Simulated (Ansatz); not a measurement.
Li₂WS₄ in space group I-42m (No. 121; Li on 4c, W on 2a, S on 8i), plane-wave PAW LDA (Ansatz code). The conduction-band minimum lies at M, with 1 equivalent valley. Second derivatives d²E/dk² of the lowest band at one valley (eV·Å²), along Cartesian directions:

```json
[
 {"direction": "[100]", "d²E/dk²": "9.278"},
 {"direction": "[010]", "d²E/dk²": "9.278"},
 {"direction": "[001]", "d²E/dk²": "19.34"},
 {"direction": "[110]", "d²E/dk²": "9.278"},
 {"direction": "[101]", "d²E/dk²": "14.30"},
 {"direction": "[011]", "d²E/dk²": "14.30"}
]
```

Problem. Find the principal effective masses, the density-of-states mass and the conductivity mass.

Solution. Off-diagonal terms follow from H_xy = H[110] − (H_xx + H_yy)/2, and m*/mₑ = 7.620 eV·Å² over each eigenvalue: 0.39, 0.82, 0.82. One valley's DOS mass (m₁m₂m₃)^(1/3) = 0.64, conductivity mass 3/(Σ 1/mᵢ) = 0.60 mₑ.

Problem. What effective density of states Nc follows at 300 K for parabolic valleys?

Solution. Nc = 2.509e19 × 1 × (0.64)^(3/2) ≈ 1.3e19 cm⁻³.

The workflow started from a Materials Project entry (that database holds measured and hypothetical structures alike); the Crystallography Open Database copy checked does not list it. Its standing as an ambient phase is unchecked. Symmetry was held in the LDA relaxation; its stability against distortions is not shown here. The run is not spin-polarised. A crystal of weakly bound layers computed without a dispersion correction: the cell and the soft elastic constants depend strongly on that. Spin–orbit coupling is left out wherever it is not named.

Potentials: the later of the program's two PAW sets.

Edges and masses are those of Kohn–Sham bands, whose gap is no quasiparticle gap.
